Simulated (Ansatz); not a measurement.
Here is the system:

Sn₄Pd:
```cif
data_Pd4Sn16
_chemical_formula_sum 'Sn16 Pd4'
_space_group_name_H-M_alt 'Ccce :1'
_space_group_IT_number 68
_space_group_name_Hall 'C 2 2 -1ac'
_cell_length_a 6.43011
_cell_length_b 11.43177
_cell_length_c 6.40329
_cell_angle_alpha 90.000
_cell_angle_beta 90.000
_cell_angle_gamma 90.000
loop_
_space_group_symop_operation_xyz
  'x, y, z'
  '-x, -y, z'
  'x, -y, -z'
  '-x, y, -z'
  '-x+1/2, -y, -z+1/2'
  'x+1/2, y, -z+1/2'
  '-x+1/2, y, z+1/2'
  'x+1/2, -y, z+1/2'
  'x+1/2, y+1/2, z'
  '-x+1/2, -y+1/2, z'
  'x+1/2, -y+1/2, -z'
  '-x+1/2, y+1/2, -z'
  '-x, -y+1/2, -z+1/2'
  'x, y+1/2, -z+1/2'
  '-x, y+1/2, z+1/2'
  'x, -y+1/2, z+1/2'
loop_
_atom_site_label
_atom_site_type_symbol
_atom_site_symmetry_multiplicity
_atom_site_Wyckoff_symbol
_atom_site_fract_x
_atom_site_fract_y
_atom_site_fract_z
_atom_site_occupancy
Sn1 Sn 16 i 0.33207 0.12593 0.33049 1
Pd1 Pd 4 b 0.50000 0.50000 0.50000 1
```
(The calculation used a cell of 10 atoms; values per cell refer to that cell.)

This is the PBEsol-relaxed structure.

All from the program Ansatz at the PBEsol level (PAW), unless another level is named. Estimate the formation energy from the elements (no fitted shifts).

-0.27 eV/atom.

Predict the density of states at the Fermi level.

0.31 states/eV per atom (mean over ±0.08 eV).

The first step of the workflow began from a Materials Project structure, measured or hypothetical; the Crystallography Open Database files this formula in space group No. 68, but the cells were not matched. Its standing as an ambient phase is unchecked. The cell was relaxed with PBEsol under the symmetry of its start; whether a distortion lowers the energy is not shown. No spin polarisation was allowed. The references are the lowest solids computed at this level, not always the standard phases. Spin–orbit coupling is left out wherever it is not named.

Potentials: the later of the program's two PAW sets.
